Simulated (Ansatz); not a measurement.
# Na3Ca3InP4: gradients before and after relaxing the atoms

Start: a measured structure from the Crystallography Open Database (COD), taken as it stands.

```
Na Ca In P
1.0
     9.35800    0.00000    0.00000
    -4.67900    8.10427    0.00000
     0.00000    0.00000    7.14770
Na Ca In P
6 6 2 8
Direct
  0.14370 0.85630 0.07080
  0.28740 0.14370 0.57080
  0.14370 0.28740 0.07080
  0.85630 0.14370 0.57080
  0.71260 0.85630 0.07080
  0.85630 0.71260 0.57080
  0.52698 0.47302 0.23750
  0.05396 0.52698 0.73750
  0.52698 0.05396 0.23750
  0.47302 0.52698 0.73750
  0.94604 0.47302 0.23750
  0.47302 0.94604 0.73750
  0.33333 0.66667 0.36022
  0.66667 0.33333 0.86022
  0.18468 0.81532 0.47450
  0.36936 0.18468 0.97450
  0.18468 0.36936 0.47450
  0.81532 0.18468 0.97450
  0.63064 0.81532 0.47450
  0.81532 0.63064 0.97450
  0.33333 0.66667 0.00000
  0.66667 0.33333 0.50000
```

Atoms are numbered from 1 in the order listed; like atoms form one site, named after its first atom.

Computed with Ansatz: DFT, PBE, plane waves and PAW, scalar-relativistic, 420 eV cutoff, Γ-centred 4×4×4 k-points, Fermi–Dirac smearing 0.02 eV.

The largest force at the start is 0.41 eV/Å. Relaxing the ions at fixed cell moves them by 0.115 Å at most (atom 1, Na) and 0.065 Å rms.

```json
{"site": "Na", "atom": "1", "moved (Å)": "0.115", "first shell before": "4 P at 2.81–3.12 Å", "first shell after": "4 P at 2.79–3.24 Å", "V_zz before (10²¹ V/m²)": "-0.97", "η before": "0.94"}
{"site": "Ca", "atom": "7", "moved (Å)": "0.027", "first shell before": "6 P at 2.94–3.57 Å; also 2 In at 3.26–3.52 Å, 4 Na at 3.33–3.65 Å, 4 Ca at 3.68–3.92 Å", "first shell after": "6 P at 2.89–3.61 Å; also 2 In at 3.28–3.52 Å, 4 Na at 3.38–3.72 Å, 4 Ca at 3.69–3.88 Å", "V_zz before (10²¹ V/m²)": "0.85", "η before": "0.73"}
{"site": "In", "atom": "13", "moved (Å)": "0.031", "first shell before": "4 P at 2.54–2.57 Å", "first shell after": "4 P at 2.54–2.60 Å", "V_zz before (10²¹ V/m²)": "4.26", "η before": "0.00"}
{"site": "P15", "atom": "15", "moved (Å)": "0.020", "first shell before": "1 In at 2.54 Å; also 3 Na at 2.81–2.96 Å, 2 Ca at 3.00 Å", "first shell after": "1 In at 2.54 Å, 3 Na at 2.79–2.98 Å, 2 Ca at 2.97 Å; also 2 Ca at 3.33 Å", "V_zz before (10²¹ V/m²)": "4.61", "η before": "0.41"}
{"site": "P21", "atom": "21", "moved (Å)": "0.053", "first shell before": "1 In at 2.57 Å, 3 Ca at 2.94 Å, 3 Na at 3.12 Å", "first shell after": "1 In at 2.60 Å, 3 Ca at 2.89 Å; also 3 Na at 3.24 Å", "V_zz before (10²¹ V/m²)": "2.84", "η before": "0.00"}
```

Task: How do the gradients change?

Result: 

```tsv
site	atom	V_zz after	η after	change of V_zz
Na	1	1.20	0.97	–
Ca	7	0.75	0.76	-0.10
In	13	3.90	0.00	-0.36
P15	15	4.75	0.34	+0.14
P21	21	3.29	0.00	+0.45
```

The largest change of V_zz along a kept axis is on P21, from 2.84 to 3.29. In per cent, |V_zz| changes by -12 on Ca, -9 on In, +3 to +16 on P (all sites that start above 0.5, bar those whose gradient vanishes or changes sign or whose main axis turns by over 40°). On Na the largest principal value lies along another axis in the second run, so the two V_zz can't be compared directly.

Without spin–orbit coupling (the program notes it for In) the gradients can shift somewhat, as the gap is small.
